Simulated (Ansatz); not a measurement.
K5RbSr3Br2: computed properties

Computed with DFT PBE, scalar-relativistic, plane waves, PAW in Ansatz.

Cutoff 420 eV; k points 6×6×2 on the computed 11-atom cell (Γ-centred); Gaussian smearing, width 0.10 eV; no spin polarisation.

The structure is relaxed at this level of theory with its symmetry kept, and needn't be the ground state of this composition.

```yaml
crystal:
  lattice:
    - [8.30421, 0.00000, 0.00000]
    - [-4.15211, 7.19166, 0.00000]
    - [0.00000, 0.00000, 18.12296]
  atoms:
    - { symbol: K, position: [0.00000, 0.00000, 0.73299] }
    - { symbol: K, position: [0.00000, 0.00000, 0.26701] }
    - { symbol: K, position: [0.50000, 0.00000, 0.50000] }
    - { symbol: K, position: [0.00000, 0.50000, 0.50000] }
    - { symbol: K, position: [0.50000, 0.50000, 0.50000] }
    - { symbol: Rb, position: [0.00000, 0.00000, 0.50000] }
    - { symbol: Sr, position: [0.50000, 0.00000, 0.00000] }
    - { symbol: Sr, position: [0.00000, 0.50000, 0.00000] }
    - { symbol: Sr, position: [0.50000, 0.50000, 0.00000] }
    - { symbol: Br, position: [0.00000, 0.00000, 0.09983] }
    - { symbol: Br, position: [0.00000, 0.00000, 0.90017] }
```

```json
{
 "Space group": "P6/mmm (No. 191)",
 "Volume per atom": "98.39 Å³",
 "Formation energy from the elements' standard states (uncorrected)": "-0.066 eV/atom",
 "Kohn–Sham band gap": "none (metal)",
 "Density of states at the Fermi level": "8.8 states/eV per cell"
}
```

The cell holds layers, chains or molecules and no dispersion correction was added, so their binding is poorly described. Spin polarisation was left out, and a magnetic state may lie lower.

The cell was found from a structure generator's guess, not taken from experiment.
